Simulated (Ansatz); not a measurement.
Starting cell, SiC (zinc blende):

```xyz
4
Lattice="0.0000 4.3797 4.3797 2.1899 2.1899 4.3797 2.1899 2.1899 0.0000" Properties=species:S:1:pos:R:3 pbc="T T T"
C      3.2848     7.6645     7.6645
C      3.2848     5.4747     5.4747
Si     0.0000     0.0000     0.0000
Si     2.1899     4.3797     6.5696
```

The atoms are displaced by Q × the pattern below (from a DFPT mode at X = (0.5, 0.5, 0.0), largest move 1; Q in Å), at fixed cell. (q is in reciprocal vectors of the primitive cell; the cell shown is doubled to hold the pattern.)

| atom | x | y | z |
|---|---|---|---|
| C1 | 0.000 | 0.000 | -1.000 |
| C2 | 0.000 | 0.000 | 1.000 |

Atoms not listed stay in place.

Method: PBE (plane waves to 420 eV, PAW, scalar-relativistic; Ansatz, an electronic-structure program). k mesh 13×13×13 (Γ-centred), Fermi-Dirac smearing 0.05 eV. Energies are smeared free energies. SiC was relaxed with its symmetry unable to fall. The PAW data are Ansatz's earlier set. ΔE is measured from the undisplaced structure.

```tsv
Q (Å)	ΔE (meV/cell)
-0.1000	withheld
-0.0833	197.8
-0.0667	126.7
-0.0500	71.3
-0.0333	31.7
-0.0167	7.9
0.0000	0.0
0.0167	7.9
0.0333	31.7
0.0500	71.3
0.0667	126.7
0.0833	197.8
0.1000	withheld
```

**Question.** Fit an even polynomial form (powers 2, 4) to the given rows and predict ΔE at Q = 0.1000.

**Answer.** Least squares on the 11 given rows: ΔE = (28500)·Q² + (244.7)·Q⁴, in meV/cell with Q in Å; root-mean-square residual 0.07 meV/cell. At 0.1000 the fit gives 285.0 meV/cell; the calculation gives 284.6 meV/cell, so the extrapolation is off by 0.4 (+0.1 %). The quadratic term alone would give 285.0 meV/cell.

(For displaced atoms, the force is minus the slope of the energy, and its curvature is a force constant, which sets phonon frequencies.)
